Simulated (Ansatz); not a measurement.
## S, first-principles data

S:
```
S
1.0
    8.38967     0.00000     0.00000
    0.00000    13.42514     0.00000
   -5.09976     0.00000     8.06254
S
32
Cartesian
  3.78041   8.73595   2.58251
 -0.49050   4.68919   5.48003
  2.05938   8.73595   1.44876
  1.23054   4.68919   6.61378
  5.04276   5.65076   2.72927
 -1.75284   7.77438   5.33327
  0.79703   5.65076   1.30200
  2.49288   7.77438   6.76054
  5.13885   7.44523   1.73594
 -1.84894   5.97991   6.32660
  0.70094   7.44523   2.29533
  2.58897   5.97991   5.76721
  3.87525   4.34905   1.64147
 -0.58534   9.07609   6.42106
  1.96454   4.34905   2.38980
  1.32537   9.07609   5.67274
 -3.78063   2.78912   7.07448
  7.07054  10.63602   0.98806
  4.52066   2.78912   5.01932
 -1.23075  10.63602   3.04321
  2.00245  13.12434   0.10466
  1.28746   0.30080   7.95788
  3.83733  13.12434   3.92661
 -0.54742   0.30080   4.13593
 -2.27519   1.51218   7.65333
  5.56510  11.91296   0.40921
  3.01522   1.51218   4.44047
  0.27469  11.91296   3.62206
 -2.93688  11.84205   6.56857
  6.22679   1.58308   1.49397
  3.67691  11.84205   5.52523
 -0.38700   1.58308   2.53730
```

Space group P2/c (No. 13); conventional cell a = 8.390 Å, b = 13.425 Å, c = 9.540 Å, α = γ = 90.00°, β = 122.31°.

Method: DFT-r²SCAN in the program Ansatz with PAW potentials. Geometry: relaxed at this level of theory. Other levels are named where they apply.

Cell and energy:

```
Item                 Result
---------------  ----------
Volume per atom    28.38 Å³
Density          1.88 g/cm³
```

Electronic structure:

```
Property                                                              Result
-----------------------  ---------------------------------------------------
Band gap                               2.60 eV (smallest direct gap 2.62 eV)
Valence-band maximum                         at C2 (k = 0.500, 0.500, 0.000)
Conduction-band minimum  off the standard path, at k = (0.021, 0.000, 0.302)
```

The workflow started from a Materials Project entry (that database holds measured and hypothetical structures alike); the Crystallography Open Database files this formula in space group No. 13, but the cells were not matched. It is not the phase usual at ambient conditions (space group No. 70). Symmetry was held in the r²SCAN relaxation; its stability against distortions is not shown here. A crystal of weakly bound molecules computed without a dispersion correction: the cell and the soft elastic constants depend strongly on that.

Potentials: the later of the program's two PAW sets.
